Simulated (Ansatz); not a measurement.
**OsC: computed property card**

OsC:
Space group P-6m2 (No. 187); a = b = 2.943 Å, c = 2.726 Å, α = β = 90.00°, γ = 120.00°

```tsv
atom	site	symmetry	x	y	z
Os	1a	-6m2	0.0000	0.0000	0.0000
C	1f	-6m2	0.6667	0.3333	0.5000
```

Space group P-6m2 (No. 187); conventional cell a = b = 2.943 Å, c = 2.726 Å, α = β = 90.00°, γ = 120.00°.

Method: PBE (plane waves, PAW; program Ansatz). The cell and atoms are relaxed at this level. Other levels are named where they apply.

**Cell and energy**

| Property | Result |
|---|---|
| Volume per atom | 10.22 Å³ |
| Density | 16.43 g/cm³ |
| Formation energy from the elements (no fitted shifts) | 0.90 eV/atom |

**Electronic structure**

| Property | Value |
|---|---|
| Electronic character | metallic (no gap) |
| Density of states at the Fermi level | 0.52 states/eV per atom (mean over ±0.08 eV) |
| Gap with spin–orbit coupling | none (metallic) |

**Mechanics**

| Quantity | Result |
|---|---|
| Bulk modulus (Birch–Murnaghan fit) | 377 GPa |
| Pressure derivative B′ | 4.5 |

The cell is a constructed one: a structure type filled with these elements; neither database checked (COD, Materials Project) lists it. Whether it is the stable phase at ambient conditions was not checked. Symmetry was held in the PBE relaxation; its stability against distortions is not shown here. The run is not spin-polarised. The references are the lowest solids computed at this level, not always the standard phases. Spin–orbit coupling is left out wherever it is not named.

Potentials: the earlier of the program's two PAW sets.
